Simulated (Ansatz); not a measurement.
Data:

SiNi₃:
```yaml
crystal:
  lattice:
    - [3.50630, 0.00000, 0.00000]
    - [0.00000, 3.50630, 0.00000]
    - [0.00000, 0.00000, 3.50630]
  atoms:
    - { symbol: Si, position: [0.00000, 0.00000, 0.00000] }
    - { symbol: Ni, position: [0.00000, 0.50000, 0.50000] }
    - { symbol: Ni, position: [0.50000, 0.00000, 0.50000] }
    - { symbol: Ni, position: [0.50000, 0.50000, 0.00000] }
```

This is the PBE-relaxed structure.

All from PBE (plane waves, PAW; program Ansatz), unless another level is named. Give the electronic character.

metallic (no gap).

Predict the density of states at the Fermi level.

0.54 states/eV per atom (mean over ±0.08 eV).

Give the formation energy from the elements (no fitted shifts).

-0.46 eV/atom.

Space group Pm-3m (Cu3Au type). The PBE relaxation kept the symmetry of its start. No spin polarisation was allowed. The references are the lowest solids computed at this level, not always the standard phases.

Potentials: the later of the program's two PAW sets.
